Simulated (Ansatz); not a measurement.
# Magnetic orders of CrBrO

Level of theory: DFT PBEsol, scalar-relativistic, plane waves, PAW in Ansatz 0.2.0.

```
Cr Br O
1.0
     3.23200    0.00000    0.00000
     0.00000    3.86300    0.00000
     0.00000    0.00000    8.36000
Cr Br O
2 2 2
Direct
  0.50000 0.50000 0.10200
  0.00000 0.00000 0.89800
  0.00000 0.50000 0.32000
  0.50000 0.00000 0.68000
  0.00000 0.50000 0.96500
  0.50000 0.00000 0.03500
```

The plane-wave cutoff is 420 eV, the Γ-centred k-mesh is 12×10×4 and the occupation rule is Gaussian smearing, 0.01 eV. The list of starting moments (μB, in atom order) is 3 3 0 0 0 0 and the check for lower electronic states after the SCF is off.

All runs keep this geometry, which isn't relaxed for the lowest state (largest force there 1.080 eV/Å, pressure 1.0 GPa); relaxing each order would shift the differences by some 9 meV/atom, going by the pressures and a bulk modulus of about 150 GPa. Signs run over the atoms with starting moments. The large starts are 4.5 4.5 0 0 0 0 μB. The small starts are 0.5 0.5 0 0 0 0 μB. No Hubbard U is used, and semilocal functionals often make open-shell oxides metallic. Site moments are spin moments in atom-centred spheres that scale with the neighbour distance. The states are those that the runs reached from these starts; a lower one can exist.

Problem. Starts tried: no spin; ferromagnetic; large parallel starting moments; antiferromagnetic in the cell, signs +-; small parallel starting moments. Which state comes out lowest, and what are the moments?

Solution. The lowest state is ferromagnetic, reached from the start “ferromagnetic” and the start “large parallel starting moments” and the start “small parallel starting moments”, with site moments (μB) Cr +2.39 (×2). The next state lies only 2.88 meV/atom higher, which mesh, smearing and relaxation can turn, so the order isn't settled.

```csv
start,ends,energy above lowest (meV/atom),site moments (μB),gap on mesh (eV),P (GPa)
no spin,non-magnetic,451,none over 0.05,metal,-5.0
ferromagnetic,ferromagnetic,0.00,Cr +2.39 (×2),0.14,1.0
large parallel starting moments,ferromagnetic,0.00,Cr +2.39 (×2),0.14,1.0
"antiferromagnetic in the cell, signs +-",antiferromagnetic,2.88,"Cr +2.34, Cr -2.34",0.72,0.7
small parallel starting moments,ferromagnetic,0.00,Cr +2.39 (×2),0.14,1.0
```

Cost: 5 runs of about 5.3 core-minutes in all, on Intel Xeon (Ice Lake) (shared hosts).